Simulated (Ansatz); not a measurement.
Crystals of one structure type (Cu3Au type) and one family of elements, relaxed and computed with plane-wave PAW PBEsol (Ansatz code).

```tsv
crystal	K_Hill (GPa)	G_Hill (GPa)
YPd3	147	62.3
LuPd3	157	?
ScPd3	168	70.6
YPt3	197	86.4
ScPt3	228	109
```

Fit a straight line to ln G against ln K and predict the withheld value.

Least squares on the 4 shown rows: ln G = 1.28 × ln K + (-2.280), with a scatter of 2.3 %. For LuPd3 this gives 66.2. The run itself gave 66.6, a miss of 0.6 % of that.

Standing as an ambient phase not checked: YPd3, Cu3Au type; LuPd3, Cu3Au type; ScPd3, Cu3Au type; YPt3, Cu3Au type; ScPt3, Cu3Au type. All cells were relaxed under the symmetry of their starts (and spin orders); stability against distortions was not tested throughout. Rows with no word on spin ran without spin polarisation. Spin–orbit coupling is left out wherever it is not named.

Potentials: the later of the program's two PAW sets.
